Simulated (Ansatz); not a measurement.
MgS in space group Pm-3n (No. 223; Mg on 6c, S on 6d), r²SCAN (plane waves, PAW; program Ansatz). The conduction-band minimum lies at Γ, with 1 equivalent valley. Second derivatives d²E/dk² of the lowest band at one valley (eV·Å²), along Cartesian directions:

```json
[
 {"direction": "[100]", "d²E/dk²": "21.19"},
 {"direction": "[010]", "d²E/dk²": "21.19"},
 {"direction": "[001]", "d²E/dk²": "21.19"},
 {"direction": "[110]", "d²E/dk²": "21.19"},
 {"direction": "[101]", "d²E/dk²": "21.19"},
 {"direction": "[011]", "d²E/dk²": "21.19"}
]
```

**Question.** Find the principal effective masses, the density-of-states mass and the conductivity mass.

**Answer.** Off-diagonal terms follow from H_xy = H[110] − (H_xx + H_yy)/2, and m*/mₑ = 7.620 eV·Å² over each eigenvalue: 0.36, 0.36, 0.36. One valley's DOS mass (m₁m₂m₃)^(1/3) = 0.36, conductivity mass 3/(Σ 1/mᵢ) = 0.36 mₑ.

**Question.** What effective density of states Nc follows at 300 K for parabolic valleys?

**Answer.** Nc = 2.509e19 × 1 × (0.36)^(3/2) ≈ 5.4e18 cm⁻³.

The start of the workflow was typed in or built on a structure type; neither database checked (COD, Materials Project) lists it. COD files the formula under space group No. 225. Its standing as an ambient phase is unchecked. The cell was relaxed with r²SCAN under the symmetry of its start; its stability against distortions is not shown here.

Potentials: the earlier of the program's two PAW sets.

Edges and masses are those of Kohn–Sham bands, whose gap is no quasiparticle gap.
